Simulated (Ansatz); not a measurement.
## What DFT gives for Cs₂AgSnCl₆

```xyz
10
Lattice="0.0000 5.2186 5.2186 5.2186 0.0000 5.2186 5.2186 5.2186 0.0000" Properties=species:S:1:pos:R:3 pbc="T T T"
Cs    2.6093    2.6093    2.6093
Cs    7.8279    7.8279    7.8279
Sn    0.0000    0.0000    0.0000
Ag    5.2186    5.2186    5.2186
Cl    2.5027    5.2186    5.2186
Cl    5.2186    2.5027    5.2186
Cl    7.9345    5.2186    5.2186
Cl    5.2186    7.9345    5.2186
Cl    5.2186    5.2186    2.5027
Cl    5.2186    5.2186    7.9345
```

Method: PBE, no spin polarisation; PAW, plane waves to 420 eV, 6×6×6 Γ-centred mesh, fermi-dirac occupations (width 0.1 eV) (Ansatz 0.2.0), atoms fixed. The cell carries a charge of +1 e on a uniform background.

Charges: Bader charges in e: Cs +0.89, Ag +0.71, Sn +1.95, Cl -0.57. In the mean Sn gives up most and Cl takes most.
Forces: Nearly at rest: the largest force is 0.044 eV/Å.
Contacts: Sn–Cl at 2.50 Å: least valence density 0.43 e/Å³ and ELF 0.34 there. Ag–Cl at 2.72 Å: least valence density 0.24 e/Å³ and ELF 0.13 there. Cs–Cl at 3.69 Å: least valence density 0.05 e/Å³ and ELF 0.03 there. Both are smooth PAW fields, read partly inside the augmentation spheres.
Electronic structure: Counting bands on this mesh leaves a gap of 0.28 eV, but it is narrow, so a finer mesh and a narrower smearing would have to settle it.

Origin: a known structure type with other elements, at an estimated volume, so it need not be a known compound. Caveats: charged cell with a uniform background; the gap is not wide against the smearing.
